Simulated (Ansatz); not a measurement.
## MgNb2O4 (Pmma) at 2 levels of theory

One geometry, relaxed with PBE; plane waves with PAW potentials in Ansatz, scalar-relativistic. No spin polarisation. Gaps are the least over mesh and band path; pressure is positive in compression.

```
CELL_PARAMETERS angstrom
10.70183 0.00000 0.00000
0.00000 2.95432 0.00000
0.00000 0.00000 5.01654
ATOMIC_POSITIONS crystal
Mg 0.50000 0.00000 0.00000
Mg 0.00000 0.00000 0.00000
Nb 0.25000 0.50000 0.16497
Nb 0.25000 0.00000 0.65670
Nb 0.75000 0.00000 0.34330
Nb 0.75000 0.50000 0.83503
O 0.37079 0.00000 0.31826
O 0.12921 0.00000 0.31826
O 0.12261 0.50000 0.83887
O 0.37739 0.50000 0.83887
O 0.62261 0.50000 0.16113
O 0.87739 0.50000 0.16113
O 0.62921 0.00000 0.68174
O 0.87079 0.00000 0.68174
```

```
level  cutoff (eV)  k mesh  gap (eV)  pressure (GPa)
  PBE          420  4×10×6      1.22             0.0
```

What comes out on the same cell with r2SCAN?

| level | cutoff (eV) | k mesh | gap (eV) | pressure (GPa) |
| --- | --- | --- | --- | --- |
| r2SCAN | 500 | 4×10×6 | 1.44 | -4.2 |

The cell was found from a proposed guess, not taken from experiment.
